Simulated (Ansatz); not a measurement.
Given:

HfAu2:
```cif
data_Au4Hf2
_chemical_formula_sum 'Hf2 Au4'
_space_group_name_H-M_alt 'I4/mmm'
_space_group_IT_number 139
_space_group_name_Hall '-I 4 2'
_cell_length_a 3.55470
_cell_length_b 3.55470
_cell_length_c 8.71214
_cell_angle_alpha 90.000
_cell_angle_beta 90.000
_cell_angle_gamma 90.000
loop_
_atom_site_label
_atom_site_type_symbol
_atom_site_symmetry_multiplicity
_atom_site_Wyckoff_symbol
_atom_site_fract_x
_atom_site_fract_y
_atom_site_fract_z
_atom_site_occupancy
Hf1 Hf 2 a 0.00000 0.00000 0.00000 1
Au1 Au 4 e 0.00000 0.00000 0.33265 1
```
(The calculation used a cell of 3 atoms; values per cell refer to that cell.)

This is the r²SCAN-relaxed structure.

Q: All from r²SCAN (plane waves, PAW; program Ansatz), unless another level is named. Predict the formation energy from the elements (no fitted shifts).

A: -0.59 eV/atom.

Q: And the density of states at the Fermi level?

A: 0.56 states/eV per atom (mean over ±0.08 eV).

The first step of the workflow began from a Materials Project structure, measured or hypothetical; the Crystallography Open Database copy checked does not list it. With Hf and Au taken as one species the cell has the higher symmetry I4/mmm, so it may be an ordered model of a mixed-site phase. Whether it is the stable phase at ambient conditions was not checked. The cell was relaxed with r²SCAN under the symmetry of its start; whether a distortion lowers the energy is not shown. No spin polarisation was allowed. The references are the lowest solids computed at this level, not always the standard phases. Spin–orbit coupling is left out wherever it is not named.

Potentials: the later of the program's two PAW sets.
